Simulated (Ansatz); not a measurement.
Si: elastic constants from stress and strain

```yaml
crystal:
  lattice:
    - [0.00000, 2.71547, 2.71547]
    - [2.71547, 0.00000, 2.71547]
    - [2.71547, 2.71547, 0.00000]
  atoms:
    - { symbol: Si, position: [0.50000, 0.50000, 0.50000] }
    - { symbol: Si, position: [0.75000, 0.75000, 0.75000] }
```

Atom numbers follow the list: Si1, Si2.

Conventional cell: a = 5.431 Å, b = 5.431 Å, c = 5.431 Å, α = 90.00°, β = 90.00°, γ = 90.00°. Around Si (atom 1) lie 4 Si at 2.35 Å.

Structure: COD 9011998, as refined from experiment and not relaxed.

All numbers below come from DFT, LDA, all-electron LAPW, scalar-relativistic in Ansatz 0.2.0.

The runs use a Γ-centred 11×11×11 k mesh, Fermi–Dirac smearing of 0.08 eV, basis error target 0.25 meV/atom, no spin polarisation.

The unstrained cell is at -1.55 GPa. Large strains and very small stresses are left out. Each strain is applied once, with fractional coordinates held (clamped ions), and σ below is the change of stress, positive in tension. One finite strain gives stress–strain coefficients at this pressure with an error of the order of the strain times third-order constants, a few per cent for each per cent of strain.

**Question.** With equal xy, yz and zx engineering shear strains of -1 %, the run gives σxy = -1.02 GPa and γxy = 2εxy = -0.0100. Which stiffness follows?

**Answer.** C44 (clamped ions) = σxy/γxy = 102 GPa.

**Question.** Estimate the stiffness probed by this change, and the stress that it gives: equal xy, yz and zx engineering shear strains of +1 %.

**Answer.** σxy = 0.98 GPa and γxy = 2εxy = 0.0100, so C44 (clamped ions) = σxy/γxy = 98 GPa.

**Question.** The two estimates of C44 (clamped ions) differ. Why, and which value is best?

**Answer.** Finite strains add third-order terms, which change sign with the strain; interpolating the two linearly to zero strain gives 100 GPa, the better value.
